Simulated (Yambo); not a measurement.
A BSE run in Yambo for TiO$_{2}$ (space group I4/m, No. 87) (PBEsol bands; 6×6×6 mesh, 10 valence and 6 conduction bands, static screening with 101 bands and a 3 Ry block, scissor 1.70 eV, Tamm-Dancoff; field along x) gives:

| state | energy (eV) | states within 2 meV | relative strength | class |
|---|---|---|---|---|
| 1 | 3.63 | 1 | < 0.01 | dark |
| 2 | 3.78 | 2 | < 0.01 | dark |
| 3 | 3.82 | 1 | 1.00 | weak |
| 4 | 3.84 | 1 | < 0.01 | dark |
| 5 | 3.85 | 1 | < 0.01 | dark |

Axes are Cartesian, with cell vectors (Å) (-4.35, 4.35, 1.89), (4.35, -4.35, 1.89), (4.35, 4.35, -1.89).

Problem. What changes when the window shrinks to 6 valence and 3 conduction bands?

Solution. The lowest state goes from 3.629 eV to 3.671 eV, and its distance below the direct gap from 0.362 eV to 0.319 eV. These are vertical excitations (zero momentum); the indirect quasiparticle gap, about 3.19 eV, is smaller than the direct one (3.99 eV on the GW mesh). The scissor comes from a G0W0 run whose convergence isn't established.

Geometry of the Materials Project entry, not relaxed at this level; primitive cell a = b = c = 6.436 Å, α = β = 94.93°, γ = 145.89°.

This is not the ordinary phase of the substance; no match was found in the copy of COD used, and its stability was not checked.
